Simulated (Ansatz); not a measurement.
Given:

MgRh (CsCl type)

```
MgRh
1.0
    6.09456     0.00000     0.00000
    0.00000     3.04728     0.00000
    0.00000     0.00000     3.04728
Mg Rh
2 2
Cartesian
  0.00000   0.00000   0.00000
  3.04728   0.00000   0.00000
  1.52364   1.52364   1.52364
  4.57092   1.52364   1.52364
```

The atoms are displaced by Q × the pattern below (from a DFPT mode at X = (0.5, 0.0, 0.0), largest move 1; Q in Å), at fixed cell. (q is in reciprocal vectors of the primitive cell; the cell shown is doubled to hold the pattern.)

| atom | x | y | z |
|---|---|---|---|
| Rh3 | 1.000 | 0.000 | 0.000 |
| Rh4 | -1.000 | 0.000 | 0.000 |

Atoms not listed stay in place.

Calculation: LDA (plane waves to 420 eV, PAW, scalar-relativistic; Ansatz, a quantum-chemistry and plane-wave program). k mesh 8×15×15 (Γ-centred), Fermi-Dirac smearing 0.05 eV. Energies are smeared free energies. With partly filled bands, energies and forces of such displacements shift with the k mesh and the smearing. MgRh is run without spin polarisation. MgRh was relaxed with its symmetry unable to fall. The zero of ΔE is the undisplaced structure.

The scan covers Q from -0.100 to 0.100 Å in 13 points.

Task: Is this a single well or a double well?

Result: A single well with its minimum at or next to zero displacement.

Task: Which space group does the distorted structure have?

Result: P4/mmm (No. 123), lowered from Pm-3m.

Task: What is the energy change at Q = 0.100 Å?

Result: 85 meV/cell.

Task: What harmonic wavenumber does the curvature at Q = 0 give?

Result: 148 cm⁻¹.

(For displaced atoms, the force is minus the slope of the energy, and its curvature is a force constant, which sets phonon frequencies.)
